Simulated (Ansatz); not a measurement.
Given:

TiSi:
```cif
data_SiTi
_chemical_formula_sum 'Ti1 Si1'
_space_group_name_H-M_alt 'P 1'
_space_group_IT_number 1
_cell_length_a 3.07849
_cell_length_b 3.07849
_cell_length_c 3.07849
_cell_angle_alpha 90.000
_cell_angle_beta 90.000
_cell_angle_gamma 90.000
loop_
_space_group_symop_operation_xyz
  'x, y, z'
loop_
_atom_site_label
_atom_site_type_symbol
_atom_site_fract_x
_atom_site_fract_y
_atom_site_fract_z
_atom_site_occupancy
Ti1 Ti 0.00000 0.00000 0.00000 1
Si1 Si 0.50000 0.50000 0.50000 1
```

This is the PBEsol-relaxed structure.

Problem. All from PBEsol (plane waves, PAW; program Ansatz), unless another level is named. Give the bulk modulus (Birch–Murnaghan fit).

Solution. 137 GPa.

Problem. Predict the highest zone-centre frequency.

Solution. 283 cm^-1.

Problem. Next, the elastic constants (relaxed ions, GPa)?

Solution. C11 = -54.7, C12 = 231, C44 = -108.

Space group Pm-3m (CsCl type). A made-up cell: these elements were put on the sites of a structure type; neither database checked (COD, Materials Project) lists it. COD files the formula under space group No. 25. Its standing as an ambient phase is unchecked. The cell was relaxed with PBEsol under the symmetry of its start. At this level the phase is mechanically unstable. The run is not spin-polarised. As this level gives no gap, shear constants depend on the k-mesh and smearing (Fermi–Dirac, 0.1 eV here). As this level gives no gap, phonon frequencies hold no LO–TO term and depend on the k-mesh and smearing (Fermi–Dirac, 0.1 eV here). On the denser mesh and wider smearing of the elastic run this cell carries a stress of 0.3 GPa.

Potentials: the earlier of the program's two PAW sets. The files were generated under PBE; for other functionals the program regenerates the frozen cores, and for LDA and PBEsol the local potential too.
